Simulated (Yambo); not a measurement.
Yambo run on Ba2NF (space group R-3m, No. 166). The wavefunctions come from this Quantum ESPRESSO step (LDA, PseudoDojo standard norm-conserving files, scalar-relativistic):

```
&CONTROL
  calculation = 'nscf'
  pseudo_dir = './pseudo'
  outdir = './out'
/
&SYSTEM
  ibrav = 0
  nat = 4
  ntyp = 3
  ecutwfc = 84.0
  ecutrho = 336.0
  occupations = 'fixed'
  force_symmorphic = .true.
  nbnd = 135
/
&ELECTRONS
  conv_thr = 4e-09
  diago_full_acc = .true.
  diago_thr_init = 1e-08
/
ATOMIC_SPECIES
N 14.0070 N.upf
F 18.9984 F.upf
Ba 137.3270 Ba.upf
CELL_PARAMETERS angstrom
  1.951301647950   1.126584531714   6.468533407000
 -1.951301647950   1.126584531714   6.468533407000
  0.000000000000  -2.253169063429   6.468533407000
ATOMIC_POSITIONS crystal
N   0.500000000000   0.500000000000   0.500000000000
F   0.000000000000   0.000000000000   0.000000000000
Ba   0.756647993800   0.756647993800   0.756647993800
Ba   0.243352006200   0.243352006200   0.243352006200
K_POINTS automatic
4 4 4 0 0 0
```

Yambo input:

```
rim_cut
gw0
dyson
el_el_corr
HF_and_locXC
ppa
em1d
RandQpts= 1000000
RandGvec= 1 Ry
EXXRLvcs= 84 Ry
VXCRLvcs= 336 Ry
Chimod= "HARTREE"
% BndsRnXp
 1 | 134 |
%
NGsBlkXp= 7 Ry
% LongDrXp
 1.0 | 1.0 | 1.0 |
%
PPAPntXp= 27.2114 eV
% GbndRnge
 1 | 134 |
%
GTermKind= "BG"
DysSolver= "n"
ExtendOut
% QPkrange
 1 | 1 | 16 | 17 |
 7 | 7 | 16 | 17 |
%
```

k points by index: 1 = Γ, 7 = F.

The o-*.qp file then holds:

```
#    K-point    Band    Eo [eV]    E [eV]    E-Eo [eV]    Vxc [eV]    Vnlxc [eV]    Sc|Eo [eV]    Sc|E [eV]    dSc/dw|Eo [eV]    Re(Z)    Im(Z)
#
    1    16    -0.537101    -0.922513    -0.385412    -14.78010    -18.09723    2.813709    2.931722    -8.331552    0.765592    -0.339213E-3
    1    17    1.909134    2.447227    0.538093    -9.562572    -5.039142    -3.877362    -3.985337    -5.459396    0.832896    -0.956495E-3
    7    16    0.000000    -0.416316    -0.416316    -15.15802    -18.28945    2.591316    2.715116    -8.089516    0.770838    -0.001610
    7    17    0.720944    1.194490    0.473546    -9.041224    -4.629548    -3.841599    -3.938130    -5.545735    0.830700    -0.001133
```
(The two width columns are left out.) Convergence of these settings isn't established.

Geometry relaxed with LDA.

The structure is a Materials Project entry; no match was found in the copy of COD used, and its stability was not checked.
